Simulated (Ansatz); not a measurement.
Q: Name crystals whose computed values (the program Ansatz at the LDA level (PAW)) fall in these windows: gap (eV) 2.0 to 2.7; B₀ by P(V) fit (GPa) 35 to 42.

A: 

| crystal | gap (eV) | B₀ by P(V) fit (GPa) |
|---|---|---|
| MgTe, P6_3mc (Mg on 2a, Mg on 2b, Te on 2a, Te on 2b) | 2.40 | 38.7 |
| KMgH3, cubic perovskite | 2.34 | 40.6 |
| LiH, rock salt | 2.54 | 40.6 |
| MgTe, zinc blende | 2.38 | 38.7 |
Others may fit too.

Built on a structure type that need not be the filed one of that space group: MgTe, P6_3mc (Mg on 2a, Mg on 2b, Te on 2a, Te on 2b). Standing as an ambient phase not checked: MgTe, P6_3mc (Mg on 2a, Mg on 2b, Te on 2a, Te on 2b); KMgH3, cubic perovskite. All cells were relaxed under the symmetry of their starts (and spin orders); stability against distortions was not tested throughout. Scalar-relativistic: spin–orbit coupling is off unless named, which matters more the heavier the elements.

Potentials: the later of the program's two PAW sets.
